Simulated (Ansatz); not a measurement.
Relaxed-ion elastic tensor of ZnCdSe2 in space group R3m (No. 160; Zn on 3a, Cd on 3a, Se on 3a, Se on 3a) in GPa (Voigt order), PBEsol (plane waves, PAW; program Ansatz); density 5.54 g/cm³, 25.14 Å³ per atom.

```
86.4  41.0  38.8  -7.7   0.0   0.0
41.0  86.4  38.8   7.7   0.0   0.0
38.8  38.8   102   0.0   0.0   0.0
-7.7   7.7   0.0  17.8   0.0   0.0
 0.0   0.0   0.0   0.0  17.8  -7.7
 0.0   0.0   0.0   0.0  -7.7  22.7
```

Q: Is the crystal mechanically stable?

A: Yes: the smallest eigenvalue of C is 12.2 GPa.

Q: Work out the Voigt, Reuss and Hill averages.

A: K_V = 56.9, K_R = 56.7, K_H = 56.8; G_V = 22.1, G_R = 18.6, G_H = 20.3 GPa.

Q: Give Young's modulus, Poisson's ratio, Pugh's ratio and the universal anisotropy index.

A: E = 9KG/(3K + G) = 54.5 GPa; ν = 0.34; K/G = 2.79 (ductile by the Pugh limit of 1.75); A_U = 5G_V/G_R + K_V/K_R − 6 = 0.93.

Q: Estimate the sound speeds and the Debye temperature.

A: v_l = √((K + 4G/3)/ρ) = 3890 m/s, v_t = √(G/ρ) = 1920 m/s, mean 2150 m/s; Θ = (h/k)(3n/4πV)^(1/3) v_m = 219 K.

Q: How much does each axis shrink under pressure?

A: Linear compressibilities β_i = Σ_j S_ij (j = 1 to 3): x 6.3, y 6.3, z 5.0 per TPa.

The first step of the workflow began from a Materials Project structure, measured or hypothetical; the Crystallography Open Database copy checked does not list it. Whether it is the stable phase at ambient conditions was not checked. The cell was relaxed with PBEsol under the symmetry of its start; whether a distortion lowers the energy is not shown.

Potentials: the later of the program's two PAW sets.
